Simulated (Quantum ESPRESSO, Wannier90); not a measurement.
## Tight-binding from DFT: MgTe (rock salt)

Materials Project entry mp-1008786; symmetrised, unrelaxed at this level. Not found in the COD (Crystallography Open Database) copy used, which has the formula in other groups; not checked further. Level: PBEsol, no spin polarisation, no spin-orbit coupling; pw.x of Quantum ESPRESSO at 68 Ry with PseudoDojo potentials, 10×10×10 k-points, Wannier90. Density: 10×10×10 mesh, Gaussian smearing 0.01 Ry. Spin-orbit coupling is left out although heavy elements are present.

Input w.win:

```
num_bands = 15
num_wann = 8
exclude_bands = 1-9
num_iter = 0
conv_tol = 1.0e-6
conv_window = 4
dis_num_iter = 1000
dis_conv_tol = 1.0e-6
dis_froz_max = 9.69
write_hr = true
write_u_matrices = true
begin projections
Mg: s;p
Te: s;p
end projections
begin unit_cell_cart
ang
    0.0000000000    2.9723950000    2.9723950000
    2.9723950000    0.0000000000    2.9723950000
    2.9723950000    2.9723950000    0.0000000000
end unit_cell_cart
begin atoms_frac
Mg   0.0000000000  0.0000000000  0.0000000000
Te   0.5000000000  0.5000000000  0.5000000000
end atoms_frac
mp_grid = 10 10 10
begin kpoints
0.0000000000 0.0000000000 0.0000000000
0.0000000000 0.0000000000 0.1000000000
0.0000000000 0.0000000000 0.2000000000
... (997 more lines: the 10x10x10 mesh through Gamma)
end kpoints
```

On the energy scale of pw.x, whose zero is arbitrary, the valence-band maximum lies at 7.76 eV. Lines of w_hr.dat (R1 R2 R3 m n Re Im, eV) for R = 0 and one of the shortest lattice vectors, rounded to 0.01 eV, lines under 0.02 eV left out; orbitals in order: Mg1 s, Mg1 pz, Mg1 px, Mg1 py, Te2 s, Te2 pz, Te2 px, Te2 py.

```
    0    0    0    1    1     9.05     0.00
    0    0    0    2    2    12.68     0.00
    0    0    0    3    3    12.68     0.00
    0    0    0    4    4    12.68     0.00
    0    0    0    5    5    -1.15     0.00
    0    0    0    6    6     8.17     0.00
    0    0    0    7    7     8.17     0.00
    0    0    0    8    8     8.17     0.00
   -1    0    0    1    1    -0.03     0.00
   -1    0    0    2    1     0.05     0.00
   -1    0    0    4    1     0.05     0.00
   -1    0    0    1    2    -0.05     0.00
   -1    0    0    2    2     0.15     0.00
   -1    0    0    4    2     0.28     0.00
   -1    0    0    3    3    -0.06     0.00
   -1    0    0    1    4    -0.05     0.00
   -1    0    0    2    4     0.28     0.00
   -1    0    0    4    4     0.15     0.00
   -1    0    0    1    5    -0.89     0.00
   -1    0    0    3    5    -1.49     0.00
   -1    0    0    5    5     0.04     0.00
   -1    0    0    6    5    -0.07     0.00
   -1    0    0    8    5    -0.07     0.00
   -1    0    0    2    6    -0.63     0.00
   -1    0    0    5    6     0.07     0.00
   -1    0    0    6    6    -0.07     0.00
   -1    0    0    1    7     1.65     0.00
   -1    0    0    3    7     2.49     0.00
   -1    0    0    4    8    -0.63     0.00
   -1    0    0    5    8     0.07     0.00
   -1    0    0    8    8    -0.07     0.00
```
